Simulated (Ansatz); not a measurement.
Computed with DFT PBE, scalar-relativistic, plane waves, PAW in Ansatz. Settings: cutoff 420 eV, Γ-centred meshes spaced at most about 0.3 Å⁻¹, and about 0.25 Å⁻¹ or finer for metals (2π included), Gaussian smearing. No spin polarisation in the final relaxations.

Temperature and zero-point effects are left out.

Two relaxed structures of RbNa2:

A. Space group I4/mmm (No. 139), tetragonal, a = 4.879 Å, c = 14.528 Å. Rb has 8 Na at 4.38 Å and 4 Rb at 4.88 Å; Na is surrounded by 4 Na at 3.45 Å and 4 Rb at 4.38 Å.

B. Space group P6/mmm (No. 191), hexagonal, a = 6.725 Å, c = 8.000 Å. Rb has 3 Rb at 3.88 Å, 2 Na at 4.00 Å and 6 Na at 4.48 Å; Na on a site of symmetry -6m2 is surrounded by 3 Na at 3.88 Å, 2 Rb at 4.00 Å and 6 Na at 4.27 Å; around Na on a site of symmetry 6mm lie 1 Na at 3.54 Å, 7 Na at 4.27–4.46 Å and 6 Rb at 4.48 Å.

Question: Which would you expect to be lower, and how large is the difference?

Answer: A is lower, by 8 meV/atom. A has space group I4/mmm (No. 139), 57.6 Å³/atom and no gap on its mesh; B has space group P6/mmm (No. 191), 52.2 Å³/atom and no gap. Counting all near atoms (those within 1.25 times the shortest distance at each site; a plus sign parts nearer from farther groups; a slash parts the counts of unlike sites), A has Rb 8+4, Na 4 and B has Rb 5+6, Na 1+6/11. The lower one is the more open, so pressure narrows the difference. Even the lower one lies +0.07 eV/atom against the reference forms of the elements (uncorrected), so neither is stable at this level. Both come from invented guesses.

For metals, differences of a few meV/atom aren't resolved. Cells relaxed within their symmetry can be saddle points.
